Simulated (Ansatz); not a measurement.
ZrPbO$_{3}$:
```
CELL_PARAMETERS angstrom
      2.94162     1.69835     4.85993
     -2.94162     1.69835     4.85993
      0.00000    -3.39669     4.85993
ATOMIC_POSITIONS crystal
  Pb 0.28919 0.28919 0.28919
  Pb 0.78919 0.78919 0.78919
  Zr 0.01541 0.01541 0.01541
  Zr 0.51541 0.51541 0.51541
  O  0.29282 0.73224 0.22063
  O  0.22063 0.29282 0.73224
  O  0.73224 0.22063 0.29282
  O  0.23224 0.79282 0.72063
  O  0.72063 0.23224 0.79282
  O  0.79282 0.72063 0.23224
```

Relaxed with r²SCAN. Special points in fractions of this cell's reciprocal vectors: Γ (0.000, 0.000, 0.000); T (0.500, 0.500, 0.500); H2 (0.752, 0.248, 0.500); H0 (0.500, -0.248, 0.248); L (0.500, 0.000, 0.000); S0 (0.374, -0.374, 0.000); S2 (0.626, 0.000, 0.374); F (0.500, 0.000, 0.500).

Question: List the band energies nearest the valence-band maximum at these points for plane-wave PAW r²SCAN (Ansatz code).

Answer: In eV from the valence-band maximum; about four levels below and three above (degenerate sets whole), none deeper than 8.9 eV; points with the same levels are listed once.

```csv
k,below,above
Γ,-0.99 -0.54 -0.54 -0.29,4.21 4.21 4.62
T,-1.24 -1.24 -1.24 -1.24 -0.44 -0.44,4.11 4.11 5.43 5.43 5.43 5.43
H2,-1.01 -1.01 -0.34 -0.34,4.38 4.38 4.97 4.97
L,-1.03 -1.03 -0.69 -0.69,4.18 4.18 5.24 5.24
S0,-1.12 -0.76 -0.59 -0.20,4.03 4.56 4.90
F,-0.99 -0.87 -0.58 0.00,3.54 4.42 5.15
```

Space group R3c. The start of the workflow was typed in or built on a structure type; neither database checked (COD, Materials Project) lists it. COD files the formula under space group No. 38, 55. Whether it is the stable phase at ambient conditions was not checked. The r²SCAN relaxation kept the symmetry of its start; whether a distortion lowers the energy is not shown. The run is not spin-polarised. Spin–orbit coupling is left out wherever it is not named.

Potentials: the earlier of the program's two PAW sets. The files were generated under PBE; for other functionals the program regenerates the frozen cores, and for LDA and PBEsol the local potential too.
